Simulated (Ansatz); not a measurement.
Values for one crystal, relaxed and computed with plane-wave PAW PBEsol (Ansatz code); other levels are named.

| Item | Result |
|---|---|
| Volume per atom | 19.25 Å³ |
| Electronic character | metallic (no gap) |
| Bulk modulus (Birch–Murnaghan fit) | 116 GPa |
| Pressure derivative B′ | 4.4 |
| Formation energy from the elements (no fitted shifts) | -0.042 eV/atom |
| Density of states at the Fermi level | 1.1 states/eV per atom (mean over ±0.08 eV) |

### Question
Which of these materials gives this?
A) RuW, Cmcm (W on 4c, Ru on 4c)
B) AlAg, Cmcm (Ag on 4c, Al on 4c)
C) AlCo, Cmcm (Al on 4c, Co on 4c)
D) ZrAg, Cmcm (Zr on 4c, Ag on 4c)

### Answer
D, ZrAg, Cmcm (Zr on 4c, Ag on 4c)

The start of the workflow was typed in or built on a structure type; neither database checked (COD, Materials Project) lists it. COD files the formula under space group No. 129. Its standing as an ambient phase is unchecked. The PBEsol relaxation kept the symmetry of its start; its stability against distortions is not shown here. No spin polarisation was allowed. The references are the lowest solids computed at this level, not always the standard phases. Scalar-relativistic: spin–orbit coupling is off unless named, which matters more the heavier the elements.

Potentials: the earlier of the program's two PAW sets. The files were generated under PBE; for other functionals the program regenerates the frozen cores, and for LDA and PBEsol the local potential too.
